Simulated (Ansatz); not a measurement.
MgSe:
```
MgSe
1.0
    0.00000     2.75417     2.75417
    2.75417     0.00000     2.75417
    2.75417     2.75417     0.00000
Mg Se
1 1
Direct
  0.00000   0.00000   0.00000
  0.50000   0.50000   0.50000
```

Relaxed with PBE.

Q: Give the Bader charges and basin volumes of the independent atoms, PBE in the plane-wave PAW code Ansatz.

A: 

```json
[
 {"atom": "Mg1", "Bader charge (e)": "+1.64", "Bader volume (Å³)": "6.5"},
 {"atom": "Se2", "Bader charge (e)": "-1.64", "Bader volume (Å³)": "35.3"}
]
```

Space group Fm-3m (rock salt). The cell was relaxed with PBE under the symmetry of its start.

Potentials: the later of the program's two PAW sets.
